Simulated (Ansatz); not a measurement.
TiS$_{2}$ (CdI2 type)

```
CELL_PARAMETERS angstrom
      3.29803     0.00000     0.00000
     -1.64902     2.85618     0.00000
      0.00000     0.00000     5.34064
ATOMIC_POSITIONS crystal
  Ti 0.00000 0.00000 0.00000
  S  0.33333 0.66667 0.26873
  S  0.66667 0.33333 0.73127
```

Two coordinates are scanned: the volume, and the ratio of the stretch along z (the conventional c axis) to the stretch across it. Atoms keep their fractional coordinates.

Method: PBEsol-D3(BJ) (plane waves to 420 eV, PAW, scalar-relativistic; Ansatz, a quantum-chemistry and plane-wave program). k mesh 16×16×9 (Γ-centred), Fermi-Dirac smearing 0.05 eV. Compression counts positive. As the atoms are clamped, bonds stretch with the cell, which overstates energies and stresses. With partly filled bands, the response to shear is sensitive to the k mesh, so small differences along c/a are uncertain. TiS2 is run without spin polarisation. TiS2 was relaxed with its symmetry unable to fall.

At one point of the scan the stress tensor (GPa) is:

```
   -2.9      0.0      0.0
    0.0     -2.9      0.0
    0.0      0.0     -3.1
```

Task: Which point is it?
A. V/V₀ = 1.027, (c/a)/(c/a)₀ = 1.000
B. V/V₀ = 1.040, (c/a)/(c/a)₀ = 0.920
C. V/V₀ = 1.040, (c/a)/(c/a)₀ = 0.880
D. V/V₀ = 1.013, (c/a)/(c/a)₀ = 0.880

Result: A, V/V₀ = 1.027, (c/a)/(c/a)₀ = 1.000

(A scan under strain: stresses follow from slopes of the energy per volume, elastic moduli from its curvatures.)
